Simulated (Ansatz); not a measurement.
This Ta₂SiO₃ structure is the end of a relaxation. The cell was found from a structure generator's guess, not taken from experiment.

Method: DFT PBE, scalar-relativistic, plane waves, PAW in Ansatz 0.2.0. Cutoff 420 eV, Γ-centred mesh, Gaussian smearing, collinear spin.

```cif
data_structure
_symmetry_space_group_name_H-M 'P 1'
_symmetry_Int_Tables_number 1
_cell_length_a 6.5844
_cell_length_b 6.5844
_cell_length_c 2.8787
_cell_angle_alpha 90.000
_cell_angle_beta 90.000
_cell_angle_gamma 120.000
_cell_volume 108.08
loop_
_atom_site_label
_atom_site_type_symbol
_atom_site_fract_x
_atom_site_fract_y
_atom_site_fract_z
_atom_site_occupancy
Ta1 Ta 0.33333 0.66667 0.50000 1
Ta2 Ta 0.66667 0.33333 0.50000 1
Si1 Si 0.00000 0.00000 0.00000 1
O1 O 0.50000 0.00000 0.50000 1
O2 O 0.00000 0.50000 0.50000 1
O3 O 0.50000 0.50000 0.50000 1
```

Energies over the elements count from the elements' standard structures at the same level (O₂ as a molecule), with no fitted energy shifts.

Problem. What space group does it have?

Solution. P6/mmm (No. 191). Conventional cell: a = 6.584 Å, c = 2.879 Å. Ta is surrounded by 3 O at 1.90 Å and 2 Ta at 2.88 Å; around Si lie 2 Si at 2.88 Å; around O lie 2 Ta at 1.90 Å.

Problem. What is its formation energy per atom?

Solution. −1.22 eV/atom. Whether it is stable depends on the other phases of the system, which aren't compared here.

Problem. Is it a metal?

Solution. Yes, bands cross the Fermi level on the 6×6×14 mesh.

Problem. Which magnetic moments does it keep?

Solution. 0.00 μB per atom net, the space between the atoms included; by site: all under 0.1 μB.

The last run used collinear spin, a 6×6×14 mesh (in the run's order of axes) for its 6-atom cell and Gaussian smearing of 0.10 eV. These runs have no spin–orbit coupling, which can matter for Ta. A structure relaxed within its symmetry needn't be a true minimum.
